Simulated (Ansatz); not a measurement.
ZrMo (rock salt, space group No. 225) under volume change, PBEsol in the plane-wave PAW code Ansatz, scaled uniformly.

| V (Å³/atom) | E − E(relaxed) (meV/atom) | P (GPa) |
|---|---|---|
| 18.127 | 74.2 | 14.25 |
| 18.725 | 31.4 | 8.82 |
| 19.323 | 7.5 | 4.10 |
| 19.920 | 0.0 | 0.00 |
| 20.518 | 6.8 | -3.55 |
| 21.116 | 25.8 | -6.60 |
| 21.713 | 55.5 | -9.23 |

Q: What does a third-order Birch–Murnaghan fit give for V₀, B₀ and B′?

A: V₀ = 19.92 Å³/atom, B₀ = 126 GPa, B′ = 3.8.

Space group Fm-3m (rock salt). The start of the workflow was typed in or built on a structure type; neither database checked (COD, Materials Project) lists it. Whether it is the stable phase at ambient conditions was not checked. The cell was relaxed with PBEsol under the symmetry of its start. At this level the phase is mechanically unstable. The run is not spin-polarised. Its formation energy is positive at this level, so the cell may be metastable or incomplete.

Potentials: the earlier of the program's two PAW sets.
